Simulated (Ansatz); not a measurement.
Zr2Au (MoSi2 or CaC2 type, I4/mmm), the program Ansatz at the PBE level (PAW), all energies at zero smearing, with the estimated change up to a 700 eV cutoff added, with one set of potentials and settings (totals compare only within such a set). Cell of 3 atoms (2 Zr, 1 Au): -21518.296 eV.

```json
[
 {"element": "Zr", "reference phase": "P6_3/mmc, 2 atoms in the cell", "E (eV/atom)": "-4183.8362"},
 {"element": "Au", "reference phase": "Fm-3m, 1 atoms in the cell", "E (eV/atom)": "-13149.3277"}
]
```

Formation energy per atom, worked out: (-21518.296 − 2×(-4183.8362) − 1×(-13149.3277))/3 = -0.432 eV/atom (-42 kJ per mol of atoms), at 0 K, without zero-point energy or fitted corrections.

The workflow started from a Materials Project entry (that database holds measured and hypothetical structures alike); the Crystallography Open Database files this formula in space group No. 139, but the cells were not matched. Whether it is the stable phase at ambient conditions was not checked. The cell was relaxed with PBE under the symmetry of its start; its stability against distortions is not shown here. The run is not spin-polarised. The references are the lowest solids computed at this level, not always the standard phases. Scalar-relativistic: spin–orbit coupling is off unless named, which matters more the heavier the elements.

Potentials: the later of the program's two PAW sets.
